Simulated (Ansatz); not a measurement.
B:
```cif
data_B8
_chemical_formula_sum 'B8'
_space_group_name_H-M_alt 'I4132'
_space_group_IT_number 214
_space_group_name_Hall 'I 4bd 2c 3'
_cell_length_a 4.63926
_cell_length_b 4.63926
_cell_length_c 4.63926
_cell_angle_alpha 90.000
_cell_angle_beta 90.000
_cell_angle_gamma 90.000
loop_
_atom_site_label
_atom_site_type_symbol
_atom_site_symmetry_multiplicity
_atom_site_Wyckoff_symbol
_atom_site_fract_x
_atom_site_fract_y
_atom_site_fract_z
_atom_site_occupancy
B1 B 8 a 0.12500 0.12500 0.12500 1
```
(The calculation used a cell of 4 atoms; values per cell refer to that cell.)

Relaxed with r²SCAN. 

Task: HSE06 on this cell (Ansatz, an electronic-structure program, PAW) gives a gap of 2.42 eV. What does r²SCAN give?

Result: 1.76 eV.

Cost on shared cores: the r²SCAN run (SCF on a 8×8×8 mesh, then bands and DOS) about 30 core-seconds (a rough figure), the HSE06 run (SCF on 6×6×6, then a few points) around 2.8 core-minutes (rough); the tasks are unlike.

Space group I4_132. The start of the workflow was typed in or built on a structure type; neither database checked (COD, Materials Project) lists it. It is not the phase usual at ambient conditions (space group No. 166). The cell was relaxed with r²SCAN under the symmetry of its start; whether a distortion lowers the energy is not shown.

Potentials: the later of the program's two PAW sets.

Ansatz is a plane-wave DFT program.
